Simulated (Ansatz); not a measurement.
Input, command and steps of an Ansatz relaxation.

```yaml
crystal:
  lattice:
    - [2.90615031, 2.90615031, 5.81230062]
    - [-2.90615031, -2.90615031, 5.81230062]
    - [8.71845093, -5.81230062, 2.90615031]
  atoms:
    - { symbol: C, position: [0.0701791564, 0.3785256092, 0.5996294733] }
    - { symbol: Ge, position: [0.202150538, 0.0026046415, 0.6022878818] }
    - { symbol: Ge, position: [0.1006295052, 0.5018409454, 0.8002864276] }
    - { symbol: Ge, position: [0.6033191358, 0.9969818559, 0.7973185784] }
    - { symbol: Ge, position: [0.001912536, 0.9970325368, 0.9962609111] }
    - { symbol: Ge, position: [0.4000830239, 0.0025856123, 0.1988783232] }
    - { symbol: Ge, position: [0.2990236143, 0.4982704296, 0.3987588445] }
    - { symbol: Ge, position: [0.8023230883, 0.9986479004, 0.4001573664] }
    - { symbol: Ge, position: [0.7010875922, 0.4999935831, 0.5998962135] }
    - { symbol: Ge, position: [0.4987975299, 0.4965887138, 0.0014805822] }
    - { symbol: Ge, position: [0.5740066658, 0.8760574871, 0.5984300488] }
    - { symbol: Ge, position: [0.4733196239, 0.3744762703, 0.7977429367] }
    - { symbol: Ge, position: [0.9769615577, 0.8775709835, 0.7980850799] }
    - { symbol: Ge, position: [0.7749783669, 0.8779409978, 0.1999133238] }
    - { symbol: Ge, position: [0.6778611586, 0.367975405, 0.4012150154] }
    - { symbol: Ge, position: [0.1787916589, 0.8757324055, 0.3971812324] }
    - { symbol: Ge, position: [0.8762301463, 0.3763067851, 0.0017943031] }
    - { symbol: Sn, position: [0.9002801083, 0.4978670305, 0.1995594427] }
    - { symbol: Sn, position: [0.270446603, 0.3740553312, 0.2002411394] }
    - { symbol: Pb, position: [0.3779737993, 0.8764066256, 0.9977321911] }
  symmetry: { detect: false }
basis:
  ecutwfc: 420
kpoints:
  mp_grid: { grid: [2, 2, 2], shift: [0.5, 0.5, 0.5] }
hamiltonian:
  xc: pbe
scf:
  occupations: { method: gaussian, width: 0.1 }
  lower_state_search: "off"
output:
  forces: true
  stress: true
  eigenvalues: true
relax:
  adjacent_minimum: "off"
  f_tol: 0.04
  max_steps: 50
  cell: { stress_tol: 0.3 }
```

```bash
ansatz run input.yaml --threads 4 --pin off --max-ram 9216MiB --backend cpu --events-out ev --progress --plain --runs-dir out
```

All numbers below come from Ansatz, DFT PBE, scalar-relativistic, plane waves, PAW.

Of 8 frames 7 are shown, positions in Å and forces in eV/Å; the SCF threshold varies from step to step. Steps run on the plane waves of an earlier cell, with a Pulay correction in the pressure. The basis is chosen afresh for the last frame, the zero of the energies, and at times for earlier ones too; energy and pressure can step there, also at an unchanged geometry. Where two frames share a geometry here, they differ by under 2 meV/atom and 0.3 GPa.

```xyz
20
Lattice="2.9061 2.9061 5.8123 -2.9061 -2.9061 5.8123 8.7185 -5.8123 2.9061" Properties=species:S:1:pos:R:3:forces:R:3 pbc="T T T" step=1 free_energy_over_end_meV_per_atom=184.56 pressure_GPa=2.34
C     4.3317   -4.3813    4.3506    0.0617    0.0609    0.1814
Ge    5.8309   -2.9208    2.9404   -1.4734   -0.9019    0.6394
Ge    5.8113   -5.8175    5.8275   -1.1209    0.9154   -1.2348
Ge    5.8073   -5.7783   11.6186   -1.3052    1.0889    1.1749
Ge    5.7939   -8.6825    8.7015   -0.9879   -1.3733   -0.9148
Ge    2.8891   -0.0008    2.9184    2.0255   -0.1110    0.1930
Ge    2.8975   -2.8967    5.7930    1.9867   -1.8438   -0.0416
Ge    2.9182   -2.8964   11.6307    0.0532    0.0904   -0.1685
Ge    5.8146   -2.9024    8.7244    1.0055    1.0191    0.8297
Ge    0.0193   -0.0022    5.7898    0.0776    1.9165   -0.1590
Ge    4.3396   -4.3561   10.1673    0.1771    0.2062    0.3240
Ge    7.2423   -4.3495    7.2460    0.2904    0.1852    0.2590
Ge    7.2469   -4.3499   13.0985   -0.0952    0.0263   -0.1297
Ge    1.4437   -1.4612   10.1882   -0.6941   -0.6060    0.6317
Ge    4.3985   -1.4314    7.2447    0.4871   -0.9894   -0.5555
Ge    1.4374   -4.3340    7.2835    0.3334   -0.2341    0.1119
Ge    1.4685    1.4424    7.2853   -1.1338    1.1051   -1.2330
Sn    2.9093    0.0096    8.7064   -1.2819   -1.9056   -1.1769
Sn    1.4447   -1.4650    4.3280    1.3558    1.2499    1.4801
Pb    7.2502   -7.2476   10.1904    0.2384    0.1013   -0.2112
20
Lattice="2.9325 2.9321 5.8249 -2.9295 -2.9311 5.8230 8.7593 -5.8284 2.9138" Properties=species:S:1:pos:R:3:forces:R:3 pbc="T T T" step=2 free_energy_over_end_meV_per_atom=70.08 pressure_GPa=-0.15
C     4.3596   -4.3966    4.3710    0.0689    0.0290    0.3776
Ge    5.7745   -2.9861    3.0074   -0.8177   -0.6550    0.5588
Ge    5.7507   -5.7594    5.7676   -0.9273    0.9047   -0.8567
Ge    5.7582   -5.7385   11.7082   -0.4672    0.3283    0.3480
Ge    5.7488   -8.7876    8.6640   -0.2372   -0.2855   -0.2949
Ge    3.0279   -0.0049    2.9278    0.8186   -0.0956   -0.1361
Ge    3.0497   -3.0445    5.7943    1.2677   -1.2959   -0.5666
Ge    2.9414   -2.9089   11.6539    0.0467    0.0399   -0.0420
Ge    5.9182   -2.8423    8.8113    0.6902    0.6405    0.6325
Ge    0.0180    0.1160    5.7861   -0.2051    0.6911   -0.1651
Ge    4.3564   -4.3589   10.1865   -0.0027    0.1844    0.1183
Ge    7.2606   -4.3382    7.2684   -0.0491    0.2646    0.0952
Ge    7.2680   -4.3341   13.1196   -0.1837    0.1296   -0.0559
Ge    1.4207   -1.5087   10.2532   -0.1593   -0.2543    0.2793
Ge    4.4700   -1.5029    7.2239    0.4007   -0.5225   -0.1265
Ge    1.4796   -4.3900    7.2938    0.2915   -0.3456    0.0814
Ge    1.4074    1.5291    7.2448   -0.4826    0.5697   -0.2712
Sn    2.8648   -0.0659    8.6612   -0.0884   -0.0601   -0.0403
Sn    1.5313   -1.4340    4.4115    0.1453   -0.2856    0.0992
Pb    7.2798   -7.2656   10.2031   -0.1095    0.0182   -0.0351
20
Lattice="2.9324 2.9286 5.7678 -2.9334 -2.9357 5.7718 8.7412 -5.8089 2.8877" Properties=species:S:1:pos:R:3:forces:R:3 pbc="T T T" step=3 free_energy_over_end_meV_per_atom=19.32 pressure_GPa=-0.18
C     4.3597   -4.3865    4.3796    0.1102   -0.0550    0.1013
Ge    5.6926   -3.0447    3.0546   -0.2912   -0.3080    0.2615
Ge    5.6293   -5.6382    5.6391   -0.4896    0.4854   -0.2953
Ge    5.7013   -5.7019   11.6231   -0.2080    0.1909    0.1601
Ge    5.7029   -8.7813    8.5624   -0.0979    0.0040   -0.2262
Ge    3.0851   -0.0258    2.8846    0.3743   -0.0966   -0.1549
Ge    3.1675   -3.1733    5.6754    0.5898   -0.6148   -0.1438
Ge    2.9347   -2.9099   11.5511    0.0311    0.0107    0.0533
Ge    5.9759   -2.7713    8.8087    0.3195    0.2580    0.3297
Ge   -0.0004    0.1568    5.7097   -0.1119    0.1150   -0.1536
Ge    4.3358   -4.3376   10.0882   -0.0608    0.1208    0.0537
Ge    7.2145   -4.2945    7.2017   -0.1772    0.2912   -0.0047
Ge    7.2268   -4.2949   12.9905   -0.2188    0.1308   -0.0004
Ge    1.4084   -1.5261   10.1728   -0.0184   -0.1052    0.1294
Ge    4.4970   -1.5515    7.1501    0.2422   -0.2501   -0.0461
Ge    1.5190   -4.4307    7.2256    0.2566   -0.3490    0.0136
Ge    1.3534    1.5824    7.1623   -0.3230    0.4135   -0.0714
Sn    2.8462   -0.0661    8.5603   -0.1492   -0.0676   -0.1334
Sn    1.5603   -1.4707    4.3856    0.2760   -0.1830    0.1016
Pb    7.2489   -7.2491   10.1133   -0.0538    0.0089    0.0257
20
Lattice="2.9463 2.9339 5.6726 -2.9446 -2.9430 5.6763 8.7428 -5.7852 2.8431" Properties=species:S:1:pos:R:3:forces:R:3 pbc="T T T" step=4 free_energy_over_end_meV_per_atom=5.28 pressure_GPa=0.58
C     4.3918   -4.3923    4.3458   -0.1290    0.1126   -0.9237
Ge    5.6604   -3.0977    3.0985    0.1282    0.0467   -0.1257
Ge    5.5169   -5.5090    5.5120    0.7290   -0.7192    0.6376
Ge    5.6576   -5.6485   11.4463   -0.0065    0.0357    0.0219
Ge    5.6661   -8.7370    8.3787   -0.0454    0.0361   -0.0533
Ge    3.1677   -0.0632    2.7980    0.0695   -0.0411   -0.0316
Ge    3.3022   -3.2975    5.5716   -0.5570    0.5411    0.6401
Ge    2.9303   -2.8999   11.3825   -0.0174    0.0135    0.0367
Ge    6.0362   -2.7048    8.7565   -0.0499   -0.0918   -0.1133
Ge   -0.0150    0.1522    5.5571    0.0362   -0.0862   -0.0572
Ge    4.3115   -4.2970    9.9244   -0.0411    0.0415   -0.0137
Ge    7.1716   -4.2205    7.0829   -0.1454    0.0856    0.0218
Ge    7.1792   -4.2283   12.7685   -0.0512    0.0871    0.0425
Ge    1.4069   -1.5307   10.0041   -0.0002    0.0336    0.0067
Ge    4.5401   -1.5786    7.0525    0.0351   -0.0528    0.0233
Ge    1.5925   -4.5195    7.1082    0.1274   -0.1358   -0.0188
Ge    1.2711    1.6688    7.0051   -0.1343    0.1603   -0.0201
Sn    2.8095   -0.0320    8.3708   -0.0423   -0.0058   -0.0650
Sn    1.6446   -1.5454    4.3154    0.0855   -0.0465    0.0094
Pb    7.2378   -7.2318    9.9637    0.0087   -0.0147   -0.0178
20
Lattice="2.9525 2.9318 5.6354 -2.9411 -2.9552 5.6414 8.8242 -5.8739 2.8394" Properties=species:S:1:pos:R:3:forces:R:3 pbc="T T T" step=5 free_energy_over_end_meV_per_atom=0.74 pressure_GPa=-0.06
C     4.4158   -4.4234    4.2893    0.1369   -0.1532    0.0752
Ge    5.7368   -3.1562    3.0898   -0.0556   -0.0353    0.0721
Ge    5.6064   -5.6127    5.5104   -0.0435    0.0728    0.0257
Ge    5.7334   -5.7347   11.3658    0.0216   -0.0409    0.0249
Ge    5.7410   -8.8170    8.3255   -0.0224   -0.0452    0.0497
Ge    3.2398   -0.1125    2.7880   -0.0096   -0.0062    0.0378
Ge    3.3055   -3.3083    5.6077    0.0445    0.0033   -0.1044
Ge    2.9661   -2.9395   11.3304   -0.0120   -0.0008    0.0030
Ge    6.0821   -2.7701    8.7037   -0.0006    0.0777    0.0372
Ge   -0.0231    0.1212    5.4822    0.0286    0.0493    0.0062
Ge    4.3576   -4.3501    9.8848    0.0056    0.0087   -0.0390
Ge    7.2230   -4.2843    7.0481    0.0349   -0.0169    0.0108
Ge    7.2457   -4.3043   12.6970    0.0138   -0.0176   -0.0090
Ge    1.4404   -1.5414    9.9556   -0.0385   -0.0039   -0.0410
Ge    4.5784   -1.6096    7.0434   -0.0278    0.0013   -0.0070
Ge    1.6670   -4.6082    7.0862   -0.0431    0.0059   -0.0347
Ge    1.2386    1.6819    6.9264    0.0158   -0.0451   -0.0817
Sn    2.8013   -0.0357    8.2840    0.0527    0.0479    0.0191
Sn    1.6774   -1.5894    4.2808   -0.0498    0.0421   -0.0235
Pb    7.3591   -7.3672    9.9328   -0.0516    0.0561   -0.0214
20
Lattice="2.9446 2.9521 5.6848 -2.9546 -2.9432 5.6854 8.7521 -5.7991 2.8306" Properties=species:S:1:pos:R:3:forces:R:3 pbc="T T T" step=6 free_energy_over_end_meV_per_atom=0.26 pressure_GPa=-0.03
C     4.3881   -4.3973    4.3236   -0.0313    0.0608   -0.0043
Ge    5.6788   -3.1147    3.1082    0.0315    0.0117   -0.0226
Ge    5.5600   -5.5543    5.5626   -0.0024   -0.0316   -0.0371
Ge    5.6645   -5.6558   11.4485   -0.0104    0.0256   -0.0428
Ge    5.6585   -8.7469    8.3712    0.0139    0.0273   -0.0503
Ge    3.2048   -0.0865    2.7874    0.0219    0.0145   -0.0190
Ge    3.2674   -3.2673    5.6227   -0.0031   -0.0264    0.0000
Ge    2.9078   -2.8900   11.3997   -0.0061    0.0129   -0.0417
Ge    6.0278   -2.6913    8.7697   -0.0044   -0.0296    0.0062
Ge   -0.0161    0.1548    5.5380   -0.0343   -0.0122   -0.0073
Ge    4.3004   -4.2865    9.9400   -0.0089   -0.0099    0.0239
Ge    7.1600   -4.2000    7.0959    0.0187    0.0133    0.0034
Ge    7.1664   -4.2173   12.7886   -0.0033   -0.0237    0.0289
Ge    1.3944   -1.5064   10.0000    0.0203    0.0015    0.0435
Ge    4.5311   -1.5647    7.0768    0.0191    0.0083    0.0132
Ge    1.6093   -4.5670    7.1101   -0.0014   -0.0077    0.0349
Ge    1.2354    1.7017    6.9894    0.0258    0.0016    0.0460
Sn    2.7885    0.0071    8.3577   -0.0233   -0.0120    0.0015
Sn    1.6481   -1.5435    4.3007    0.0146   -0.0090   -0.0131
Pb    7.2623   -7.2511    9.9531   -0.0366   -0.0154    0.0362
20
Lattice="2.9462 2.9382 5.6676 -2.9459 -2.9451 5.6709 8.7842 -5.8310 2.8383" Properties=species:S:1:pos:R:3:forces:R:3 pbc="T T T" step=8 free_energy_over_end_meV_per_atom=0.00 pressure_GPa=-0.01
C     4.4088   -4.4136    4.3166    0.0003    0.0006    0.0014
Ge    5.7023   -3.1344    3.1040    0.0067   -0.0019    0.0016
Ge    5.5848   -5.5817    5.5478    0.0024    0.0006    0.0051
Ge    5.6936   -5.6869   11.4234   -0.0074    0.0082    0.0027
Ge    5.6981   -8.7757    8.3589   -0.0054   -0.0013   -0.0041
Ge    3.2175   -0.0958    2.7863    0.0025    0.0090   -0.0030
Ge    3.2876   -3.2867    5.6143    0.0010    0.0005    0.0041
Ge    2.9329   -2.9111   11.3750   -0.0064    0.0028   -0.0020
Ge    6.0523   -2.7251    8.7511    0.0043   -0.0064   -0.0016
Ge   -0.0204    0.1398    5.5205   -0.0070   -0.0021    0.0047
Ge    4.3260   -4.3136    9.9236   -0.0020    0.0009   -0.0019
Ge    7.1899   -4.2370    7.0854    0.0030    0.0035    0.0007
Ge    7.2023   -4.2594   12.7632    0.0017   -0.0043    0.0012
Ge    1.4152   -1.5217    9.9868    0.0037    0.0047    0.0051
Ge    4.5526   -1.5867    7.0674   -0.0010   -0.0011   -0.0025
Ge    1.6343   -4.5819    7.1048   -0.0027   -0.0062   -0.0036
Ge    1.2401    1.6865    6.9687    0.0059   -0.0074   -0.0007
Sn    2.7977   -0.0136    8.3333    0.0064    0.0070    0.0050
Sn    1.6617   -1.5583    4.2951   -0.0031   -0.0060   -0.0068
Pb    7.2981   -7.2966    9.9564   -0.0029   -0.0008   -0.0053
```

It took 3.9 min on 4 threads of Intel(R) Xeon(R) Processor @ 2.50GHz (Skylake/Cascade Lake), with other jobs on the host, peak memory 1.8 GiB.

The k mesh is coarse. Spin–orbit coupling is left out, which can shift energies with elements as heavy as these.